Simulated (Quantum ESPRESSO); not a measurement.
HfZrIn5Sn (simulated cell) (calculated)

All values are calculated (Quantum ESPRESSO 7.5). Calculation on a made-up metal alloy cell, not a measurement: no spin or spin-orbit, unrelaxed, 2900 K smearing, stress positive in tension, cell energy less fitted offsets; periodic Kohn-Sham density functional theory in plane waves with PseudoDojo standard norm-conserving scalar-relativistic pseudopotentials, each functional with its own files (v0.5 for PBE, v0.4.1 for LDA and PBEsol), eight atoms on drawn sites of a strained close-packed or body-centred lattice, each displaced and held fixed; the energy is the cell's free energy, ions and the entropy term -TS included, at the stated Fermi-Dirac width, less a fixed offset for each atom's element (shifted free energy); compositions with an open d shell lost a parallel starting moment in a cheaper test run, and other magnetic orders were not tried; an error bar is the largest change of its kind in a tighter rerun, never given below 0.002 eV, 0.02 GPa or 0.003 eV/angstrom, and covers cutoff and k-mesh only, not smearing or the files.

Common to all runs: lattice type hexagonal close-packed; functional pbe; cutoff 980 eV; fermi dirac smearing 0.25 eV; electrons removed 0; run command mpirun -np 4 pw.x -nk 4 -in in; run processor Intel Xeon, 2023 or later, virtual cores; k mesh 8 x 4 x 3 shifted half a step off Gamma on each axis.

Notes on all entries: the tin pseudopotential is less sure than most, with forces differing by about three percent from a second method on plain tin; heavy elements are run without spin-orbit coupling, which real alloys of them have; a spin test at this wide smearing found no moment, but such smearing suppresses magnetism that the real alloy may have; lattice, volume and sites are drawn at random and may be unstable or far from any real phase; energies are for the whole cell, less offsets fitted to these runs, so they are not formation energies; error bars: energy 0.018 eV, stress 0.26 GPa, force 0.018 eV/Å, from a tighter rerun of a related cell, whose elements or sites may differ.

(1) 
```xyz
8
Lattice="3.1653 0.0000 0.0000 1.5826 -2.7413 -5.0750 1.5826 8.2237 -5.0750" Properties=species:S:1:pos:R:3 formula=HfZrIn5Sn
Zr    -0.1006     0.0053     0.0489
Hf     1.6054     2.7525    -4.9661
In     1.5884    -0.9736    -2.5612
In     3.2554     1.8157    -7.6026
In     3.0130     5.4964    -5.0333
In     3.2409    -0.0163    -5.0753
Sn     3.1010     1.9149    -2.5202
In     4.7936     4.4916    -7.6360
```

Atoms:
```tsv
atoms element	atom site	atom energy offset (eV)
Zr	1	-1377.61
Hf	2	-1535.13
In	3	-1808.02
In	4	-1808.02
In	5	-1808.02
In	6	-1808.02
Sn	7	-2144.16
In	8	-1808.02
```

Notes: 14 SCF iterations, 204 s of wall time on a shared machine.

(2) 
```xyz
8
Lattice="3.1653 0.0000 0.0000 1.5826 -2.7413 -5.0750 1.5826 8.2237 -5.0750" Properties=species:S:1:pos:R:3 formula=HfZrIn5Sn
Zr    -0.1006     0.0053     0.0489
Hf     1.6054     2.7525    -4.9661
In     1.5884    -0.9736    -2.5612
In     3.2554     1.8157    -7.6026
In     3.0130     5.4964    -5.0333
In     3.2409    -0.0163    -5.0753
In     3.1010     1.9149    -2.5202
Sn     4.7936     4.4916    -7.6360
```

Atoms:
```tsv
atoms element	atom site	atom energy offset (eV)
Zr	1	-1377.61
Hf	2	-1535.13
In	3	-1808.02
In	4	-1808.02
In	5	-1808.02
In	6	-1808.02
In	7	-1808.02
Sn	8	-2144.16
```

Notes: 14 SCF iterations, 205 s of wall time on a shared machine.

To be estimated
1. Give the missing stress xz for HfZrIn5Sn (simulated cell) (entry 1).
2. Give the missing stress yy for HfZrIn5Sn (simulated cell) (entry 1).
3. Estimate the pressure of HfZrIn5Sn (simulated cell) (entry 1).
4. Give the table of forces values for HfZrIn5Sn (simulated cell) (entry 1).
5. HfZrIn5Sn (simulated cell) (entry 2): shifted free energy?

Answers
1. 0.02322 GPa
2. -5.56 GPa
3. 6.67 GPa
4. 
Forces:
```tsv
site	x (eV/Å)	y (eV/Å)	z (eV/Å)
1	0.295	0.357	-0.754
2	-0.132	0.185	-0.484
3	-0.019	0.2	0.535
4	-0.216	0.433	0.669
5	0.221	-0.378	-0.465
6	-0.228	0.071	0.367
7	0.231	-0.972	-0.231
8	-0.152	0.104	0.363
```
5. -2.183 eV

Further results for HfZrIn5Sn (simulated cell) (entry 1):

- entropy term negative ts: -0.82 eV
- stress xx: -7.72 GPa
- stress zz: -6.71 GPa
- stress yz: -0.81 GPa
- stress xy: 0.11 GPa
- shifted free energy: -2.199 eV

Further results for HfZrIn5Sn (simulated cell) (entry 2):

* entropy term negative ts: -0.82 eV
* pressure: 6.69 GPa
* stress xx: -7.6 GPa
* stress yy: -5.75 GPa
* stress zz: -6.71 GPa
* stress yz: -0.87 GPa
* stress xz: 0.01323 GPa
* stress xy: 0.07916 GPa

Forces:
```tsv
site	x (eV/Å)	y (eV/Å)	z (eV/Å)
1	0.244	0.089	-0.26
2	-0.152	0.417	-0.977
3	-0.013	0.495	0.541
4	-0.232	0.058	0.632
5	0.245	-0.399	-0.388
6	-0.207	0.039	0.226
7	0.244	-0.836	-0.016
8	-0.128	0.138	0.244
```
